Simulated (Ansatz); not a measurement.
CsYMnSe₃ in space group Cmcm (No. 63; Pearson symbol oS24), the program Ansatz at the r²SCAN level (PAW). The conduction-band minimum lies on the Y–C0 line, 94 % of the way from Y, with 2 equivalent valleys. Second derivatives d²E/dk² of the lowest band at one valley (eV·Å²), along Cartesian directions:

| direction | d²E/dk² |
|---|---|
| [100] | 2.569 |
| [010] | 0.4360 |
| [001] | 9.351 |
| [110] | 1.501 |
| [101] | 5.959 |
| [011] | 4.893 |

Find the principal effective masses, the density-of-states mass and the conductivity mass.

Off-diagonal terms follow from H_xy = H[110] − (H_xx + H_yy)/2, and m*/mₑ = 7.620 eV·Å² over each eigenvalue: 0.81, 3.0, 17. One valley's DOS mass (m₁m₂m₃)^(1/3) = 3.5, conductivity mass 3/(Σ 1/mᵢ) = 1.9 mₑ.

What effective density of states Nc follows at 300 K for parabolic valleys?

Nc = 2.509e19 × 2 × (3.5)^(3/2) / 2 (one spin channel) ≈ 1.6e20 cm⁻³.

The workflow started from a Materials Project entry (that database holds measured and hypothetical structures alike); the Crystallography Open Database copy checked does not list it. Its standing as an ambient phase is unchecked. The cell was relaxed with r²SCAN under the symmetry of its start; whether a distortion lowers the energy is not shown. The final state is ferromagnetic, the only order run, not a proven ground state. The program gave a warning on the electronic state, which may not be the lowest. No Hubbard U is applied. Scalar-relativistic: spin–orbit coupling is off unless named, which matters more the heavier the elements.

Potentials: the later of the program's two PAW sets.

Edges and masses are those of Kohn–Sham bands, whose gap is no quasiparticle gap.
